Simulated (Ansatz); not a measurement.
FeCo:
```
CELL_PARAMETERS angstrom
      1.39080    -1.99057     0.00000
      1.39080     1.99057     0.00000
      0.00000     0.00000     3.94323
ATOMIC_POSITIONS crystal
  Fe 0.50000 0.50000 0.50000
  Co 0.00000 0.00000 0.00000
```
The run is spin-polarised; directions of the spins, atom by atom: ↑ ↑.

Relaxed with PBEsol.

Map the spin density (μB/Å³) on the plane through (0.500, 0.500, 0.500) spanned by u = [0, 0, 1] and v = [1, 1, 0] in lattice vectors, from DFT-PBEsol in the program Ansatz with PAW potentials.

x is the fraction of u, y of v (the angle between them is 90°; rows are the nearest grid lines); atoms in the plane: Fe at (0.00, 0.00), Co at (0.50, 0.50).
```
|%*:               :*%|
|*=:               :=*|
|-:.               .:-|
|..                 ..|
|                     |
|          .          |
|         .-.         |
|        .=#=.        |
|        .*@*.        |
|        .=#=.        |
|         .-.         |
|          .          |
|                     |
|..                 ..|
|-:.               .:-|
|*=:               :=*|
|%*:               :*%|
```
Scale: ten equal steps from -0.024 (start of ' ') to 8.21 (end of '@'), in the order ' .:-=+*#%@'; x runs from 0.000 to 1.00, y from 0.000 (bottom) to 1.00 (top).

The density is the valence pseudo-density with augmentation charge, so density and ELF within about 1 Å of a nucleus are not all-electron values.

Space group Cmmm. The first step of the workflow began from a Materials Project structure, measured or hypothetical; the Crystallography Open Database copy checked does not list it. With Fe and Co taken as one species the cell has the higher symmetry Im-3m, so it may be an ordered model of a mixed-site phase. It is not the phase usual at ambient conditions (space group No. 221). Symmetry was held in the PBEsol relaxation; whether a distortion lowers the energy is not shown. The final state is ferromagnetic, chosen from 5 collinear starts compared on coarse meshes (ties went to the first, and starts can fall back to one state), not a proven ground state.

Potentials: the later of the program's two PAW sets.
